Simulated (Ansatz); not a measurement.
Values for one crystal, relaxed and computed with plane-wave PAW PBEsol (Ansatz code); other levels are named.

Volume per atom: 14.77 Å³
Band gap: 5.57 eV (direct)
Mechanical stability: stable (all eigenvalues of C positive)
Hill bulk and shear moduli: 13.3 and 39.5 GPa
Conduction-band minimum: at Γ
Debye temperature from the elastic constants: 543 K
Electron effective mass: 0.54 mₑ (isotropic)

**Question.** Which compound is it?
A. KTaO3, cubic perovskite
B. SiC3, P-4m2 (C on 1a, C on 2g, Si on 1c)
C. BaHfO3, cubic perovskite
D. SiO2, P4_12_12 (Si on 4a, O on 8b)

**Answer.** D, SiO2, P4_12_12 (Si on 4a, O on 8b)

The PBEsol relaxation kept the symmetry of its start.

Potentials: the earlier of the program's two PAW sets. The files were generated under PBE; for other functionals the program regenerates the frozen cores, and for LDA and PBEsol the local potential too.
